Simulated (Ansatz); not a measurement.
Here is the system:

MoS$_{2}$:
```cif
data_Mo2S4
_chemical_formula_sum 'Mo2 S4'
_space_group_name_H-M_alt 'P 1'
_space_group_IT_number 1
_cell_length_a 5.26397
_cell_length_b 6.02229
_cell_length_c 3.15853
_cell_angle_alpha 90.000
_cell_angle_beta 90.000
_cell_angle_gamma 90.000
loop_
_space_group_symop_operation_xyz
  'x, y, z'
loop_
_atom_site_label
_atom_site_type_symbol
_atom_site_fract_x
_atom_site_fract_y
_atom_site_fract_z
_atom_site_occupancy
Mo1 Mo 0.00000 0.00000 0.00000 1
Mo2 Mo 0.50000 0.50000 0.50000 1
S1 S 0.19312 0.36019 0.00000 1
S2 S 0.69312 0.13981 0.50000 1
S3 S 0.30688 0.86019 0.50000 1
S4 S 0.80688 0.63981 0.00000 1
```

This is the PBE-relaxed structure.

Q: All from PBE in the plane-wave PAW code Ansatz, unless another level is named. Predict the electronic character.

A: metallic (no gap).

Q: Give the density of states at the Fermi level.

A: 0.26 states/eV per atom (mean over ±0.08 eV).

Q: And the formation energy from the elements (no fitted shifts)?

A: -0.55 eV/atom.

Space group Pnnm. The cell is a constructed one: a structure type filled with these elements; neither database checked (COD, Materials Project) lists it. It is not the phase usual at ambient conditions (space group No. 160, 194). The cell was relaxed with PBE under the symmetry of its start; its stability against distortions is not shown here. No spin polarisation was allowed. The references are the lowest solids computed at this level, not always the standard phases. Scalar-relativistic: spin–orbit coupling is off unless named, which matters more the heavier the elements.

Potentials: the later of the program's two PAW sets.
